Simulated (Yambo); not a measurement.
## Optical response of BeTe at +0.5 % isotropic strain

```
BeTe
1.0
    0.00000     2.81740     2.81740
    2.81740     0.00000     2.81740
    2.81740     2.81740     0.00000
Be Te
1 1
Direct
  0.00000   0.00000   0.00000
  0.25000   0.25000   0.25000
```

Yambo, TDDFT with the long-range kernel (α = 0.56, from Botti's fit to the run's own RPA ε∞) on PBE bands shifted by a G0W0 scissor of 1.12 eV; 12×12×12 mesh, 39 bands, 4 Ry local-field block, 0.2 eV broadening; field along x.

```csv
E (eV),Im ε,Re ε,"Im ε, independent particles"
0.0,0.00,7.36,0.00
0.4,0.03,7.38,0.02
0.8,0.06,7.46,0.04
1.1,0.09,7.60,0.07
1.5,0.13,7.80,0.09
1.9,0.18,8.08,0.13
2.2,0.24,8.47,0.17
2.6,0.33,8.99,0.22
3.0,0.45,9.70,0.30
3.4,0.66,10.7,0.41
3.8,1.04,12.2,0.60
4.1,1.88,14.7,0.95
4.5,4.71,19.3,1.89
4.9,17.3,21.1,5.61
5.2,21.8,10.1,10.2
5.6,24.6,2.01,15.5
6.0,18.3,-6.38,22.4
6.4,11.2,-5.18,17.5
6.8,10.4,-6.58,18.6
7.1,6.43,-6.02,11.5
7.5,4.68,-4.77,7.82
7.9,3.69,-3.51,5.79
8.2,4.53,-2.75,6.72
8.6,3.46,-3.39,4.79
9.0,2.88,-3.33,3.72
9.4,1.95,-2.77,2.47
9.8,1.66,-1.86,2.17
10.1,2.05,-1.63,2.54
10.5,1.76,-1.68,2.06
10.9,1.74,-1.68,1.96
11.2,1.25,-1.48,1.41
11.6,1.25,-1.12,1.47
12.0,1.28,-1.16,1.39
12.4,0.97,-1.11,1.01
12.8,0.91,-0.91,0.98
13.1,0.85,-0.74,0.92
13.5,0.87,-0.67,0.90
13.9,0.75,-0.71,0.75
14.2,0.58,-0.54,0.63
14.6,0.58,-0.41,0.64
15.0,0.60,-0.33,0.66
15.4,0.59,-0.30,0.62
15.8,0.51,-0.30,0.51
16.1,0.43,-0.23,0.43
16.5,0.45,-0.12,0.47
16.9,0.44,-0.10,0.44
17.2,0.40,-0.13,0.35
17.6,0.31,-0.05,0.29
18.0,0.31,0.01,0.27
18.4,0.28,0.04,0.24
18.8,0.25,0.08,0.22
19.1,0.23,0.12,0.21
19.5,0.18,0.17,0.17
19.9,0.18,0.24,0.19
```

Structure narrower than a few tenths of an eV can come from the finite k mesh. Convergence of the RPA response with its 12×12×12 mesh was not tested. The scissor comes from a G0W0 run whose convergence isn't established. The kernel mimics continuum excitons only.

Without spin-orbit coupling, band edges of such heavy elements can be off by tenths of an eV.

Geometry strained from the cell relaxed with PBEsol, atoms relaxed again.

The potentials are those of PseudoDojo's stringent table.
